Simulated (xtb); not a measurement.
xtb single point, GFN2-xTB, GBSA implicit water, on benzotriazole, C6H5N3 (SMILES c1ccc2[nH]nnc2c1), charge 0, multiplicity 1.

```
xtb m.xyz --gfn 2 --chrg 0 --uhf 0 --norestart --sp --gbsa water

14

C     -1.795898    -0.385586    -0.000139
C     -1.441783     0.971777    -0.000436
C     -0.128565     1.383793    -0.000432
C      0.834078     0.382306    -0.000298
N      2.194376     0.360507     0.000058
N      2.627430    -0.910165    -0.000063
N      1.649128    -1.708401     0.000093
C      0.486928    -0.992595    -0.000083
C     -0.851348    -1.384257    -0.000146
H     -2.844132    -0.644035     0.000368
H     -2.226891     1.713102     0.000436
H      0.142423     2.428436    -0.000109
H      2.844132     1.129408     0.000362
H     -1.117199    -2.428436    -0.000094
```

Output:

```

          ...................................................
          :                      SETUP                      :
          :.................................................:
          :  # basis functions                  41          :
          :  # atomic orbitals                  41          :
          :  # shells                           23          :
          :  # electrons                        44          :
          :  max. iterations                   250          :
          :  Hamiltonian                  GFN2-xTB          :
          :  restarted?                      false          :
          :  GBSA solvation                   true          :
          :  PC potential                    false          :
          :  electronic temp.          300.0000000     K    :
          :  accuracy                    1.0000000          :
          :  -> integral cutoff          0.2500000E+02      :
          :  -> integral neglect         0.1000000E-07      :
          :  -> SCF convergence          0.1000000E-05 Eh   :
          :  -> wf. convergence          0.1000000E-03 e    :
          :  Broyden damping             0.4000000          :
          :  net charge                          0          :
          :  unpaired electrons                  0          :
          ...................................................

 iter      E             dE          RMSdq      gap      omega  full diag
   1    -24.4570001 -0.244570E+02  0.462E+00    3.48       0.0  T
   2    -24.5009673 -0.439671E-01  0.289E+00    3.27       1.0  T
   3    -24.5040219 -0.305466E-02  0.148E+00    3.37       1.0  T
   4    -24.5083608 -0.433888E-02  0.316E-01    3.11       1.0  T
   5    -24.5094257 -0.106490E-02  0.110E-01    3.12       1.0  T
   6    -24.5094435 -0.177853E-04  0.568E-02    3.13       1.0  T
   7    -24.5094557 -0.121933E-04  0.149E-02    3.13       1.8  T
   8    -24.5094564 -0.691873E-06  0.743E-03    3.13       3.6  T
   9    -24.5094565 -0.859874E-07  0.298E-03    3.13       9.0  T
  10    -24.5094565 -0.420952E-07  0.125E-03    3.13      21.4  T
  11    -24.5094565 -0.167894E-08  0.616E-04    3.13      43.4  T
  12    -24.5094565 -0.187052E-08  0.286E-04    3.13      93.5  T

   *** convergence criteria satisfied after 12 iterations ***

         #    Occupation            Energy/Eh            Energy/eV
      -------------------------------------------------------------
         1        2.0000           -0.7179237             -19.5357
       ...           ...                  ...                  ...
        16        2.0000           -0.4637829             -12.6202
        17        2.0000           -0.4503109             -12.2536
        18        2.0000           -0.4426409             -12.0449
        19        2.0000           -0.4188447             -11.3973
        20        2.0000           -0.4121563             -11.2153
        21        2.0000           -0.4016372             -10.9291
        22        2.0000           -0.3861127             -10.5067 (HOMO)
        23                         -0.2710784              -7.3764 (LUMO)
        24                         -0.2188967              -5.9565
        25                         -0.2005497              -5.4572
        26                         -0.0924322              -2.5152
        27                         -0.0031024              -0.0844
       ...                                ...                  ...
        41                          0.6903180              18.7845
      -------------------------------------------------------------
                  HL-Gap            0.1150343 Eh            3.1302 eV
             Fermi-level           -0.3285956 Eh           -8.9415 eV


         :::::::::::::::::::::::::::::::::::::::::::::::::::::
         ::                     SUMMARY                     ::
         :::::::::::::::::::::::::::::::::::::::::::::::::::::
         :: total energy             -24.139229913713 Eh    ::
         :: total w/o Gsasa/hb       -24.132586168458 Eh    ::
         :: gradient norm              0.009617911172 Eh/a0 ::
         :: HOMO-LUMO gap              3.130243632910 eV    ::
         ::.................................................::
         :: SCC energy               -24.509435931204 Eh    ::
         :: -> isotropic ES            0.015955559656 Eh    ::
         :: -> anisotropic ES          0.005554629676 Eh    ::
         :: -> anisotropic XC          0.022769426367 Eh    ::
         :: -> dispersion             -0.012122374760 Eh    ::
         :: -> Gsolv                  -0.010462332771 Eh    ::
         ::    -> Gelec               -0.003818587516 Eh    ::
         ::    -> Gsasa               -0.006581153031 Eh    ::
         ::    -> Ghb                 -0.001920035351 Eh    ::
         ::    -> Gshift               0.001857443127 Eh    ::
         :: repulsion energy           0.370206017491 Eh    ::
         :: add. restraining           0.000000000000 Eh    ::
[... lines cut ...]
        41                          0.6903180              18.7845
      -------------------------------------------------------------
                  HL-Gap            0.1150343 Eh            3.1302 eV
             Fermi-level           -0.3285956 Eh           -8.9415 eV

     #   Z          covCN         q      C6AA      α(0)
     1   6 C        2.924    -0.037    28.932     8.821
     2   6 C        2.928    -0.031    28.780     8.798
     3   6 C        2.906    -0.054    29.335     8.881
     4   6 C        3.027     0.045    26.967     8.518
     5   7 N        2.927    -0.041    22.027     6.971
     6   7 N        2.160    -0.099    23.686     7.222
     7   7 N        2.021    -0.204    26.182     7.589
     8   6 C        3.129     0.061    26.446     8.420
     9   6 C        2.908    -0.043    29.061     8.840
    10   1 H        0.926     0.047     2.353     2.399
    11   1 H        0.926     0.052     2.301     2.372
    12   1 H        0.926     0.050     2.326     2.385
    13   1 H        0.860     0.207     1.073     1.623
    14   1 H        0.926     0.049     2.336     2.390

 Mol. C6AA /au·bohr⁶  :       2878.265062
 Mol. C8AA /au·bohr⁸  :      70223.064504
 Mol. α(0) /au        :         85.227015

Wiberg/Mayer (AO) data.
largest (>0.10) Wiberg bond orders for each atom

 ---------------------------------------------------------------------------
     #   Z sym  total        # sym  WBO       # sym  WBO       # sym  WBO
 ---------------------------------------------------------------------------
     1   6 C    3.991 --     9 C    1.530     2 C    1.352    10 H    0.970
     2   6 C    3.991 --     3 C    1.518     1 C    1.352    11 H    0.970
     3   6 C    3.988 --     2 C    1.518     4 C    1.312    12 H    0.967
                             9 C    0.121
     4   6 C    3.963 --     3 C    1.312     8 C    1.244     5 N    1.205
     5   7 N    3.606 --     6 N    1.220     4 C    1.205    13 H    0.926
                             7 N    0.156
     6   7 N    3.021 --     7 N    1.562     5 N    1.220
     7   7 N    3.053 --     6 N    1.562     8 C    1.247     5 N    0.156
     8   6 C    3.979 --     9 C    1.302     7 N    1.247     4 C    1.244
     9   6 C    3.991 --     1 C    1.530     8 C    1.302    14 H    0.968
                             3 C    0.121
    10   1 H    0.997 --     1 C    0.970
    11   1 H    0.997 --     2 C    0.970
    12   1 H    0.998 --     3 C    0.967
    13   1 H    0.957 --     5 N    0.926
    14   1 H    0.997 --     9 C    0.968
 ---------------------------------------------------------------------------


molecular dipole:
                 x           y           z       tot (Debye)
 q only:       -0.328       1.214       0.000
   full:       -0.572       1.731       0.000       4.633
molecular quadrupole (traceless):
                xx          xy          yy          xz          yz          zz
 q only:        2.402       7.735      -0.724       0.000       0.001      -1.678
  q+dip:        2.186      12.372       0.349      -0.001       0.002      -2.535
   full:        0.785      12.297      -1.134      -0.001       0.002       0.349

           -------------------------------------------------
          | TOTAL ENERGY              -24.139229913713 Eh   |
          | GRADIENT NORM               0.009617911172 Eh/α |
          | HOMO-LUMO GAP               3.130243632910 eV   |
           -------------------------------------------------
```

The total energy is -656.86 eV, -0.25 eV from the same level's vacuum run.
